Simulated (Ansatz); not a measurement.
Relaxed-ion elastic tensor of Rb2CuBiCl6 in space group Fm-3m (No. 225; Rb on 8c, Cu on 4b, Bi on 4a, Cl on 24e) in GPa (Voigt order), LDA (plane waves, PAW; program Ansatz); density 4.20 g/cm³, 25.91 Å³ per atom.

```
64.1  31.6  31.6   0.0   0.0   0.0
31.6  64.1  31.6   0.0   0.0   0.0
31.6  31.6  64.1   0.0   0.0   0.0
 0.0   0.0   0.0  10.5   0.0   0.0
 0.0   0.0   0.0   0.0  10.5   0.0
 0.0   0.0   0.0   0.0   0.0  10.5
```

Q: Is the crystal mechanically stable?

A: Yes: the smallest eigenvalue of C is 10.5 GPa.

Q: Work out the Voigt, Reuss and Hill averages.

A: K_V = 42.4, K_R = 42.4, K_H = 42.4; G_V = 12.8, G_R = 12.2, G_H = 12.5 GPa.

Q: Give Young's modulus, Poisson's ratio, Pugh's ratio and the universal anisotropy index.

A: E = 9KG/(3K + G) = 34.1 GPa; ν = 0.37; K/G = 3.40 (ductile by the Pugh limit of 1.75); A_U = 5G_V/G_R + K_V/K_R − 6 = 0.24.

Q: Estimate the sound speeds and the Debye temperature.

A: v_l = √((K + 4G/3)/ρ) = 3750 m/s, v_t = √(G/ρ) = 1720 m/s, mean 1940 m/s; Θ = (h/k)(3n/4πV)^(1/3) v_m = 195 K.

Q: Give the Zener ratio and Young's modulus along [100], [110] and [111].

A: A = 2C44/(C11 − C12) = 0.64; 1/E = S11 − 2(S11 − S12 − S44/2)Γ with Γ = 0, 1/4, 1/3 gives 43.3, 31.6, 29.0 GPa.

The first step of the workflow began from a Materials Project structure, measured or hypothetical; the Crystallography Open Database copy checked does not list it. Its standing as an ambient phase is unchecked. The cell was relaxed with LDA under the symmetry of its start; phonons on a q-mesh show weakly imaginary modes. No spin polarisation was allowed. Scalar-relativistic: spin–orbit coupling is off unless named, which matters more the heavier the elements.

Potentials: the later of the program's two PAW sets.
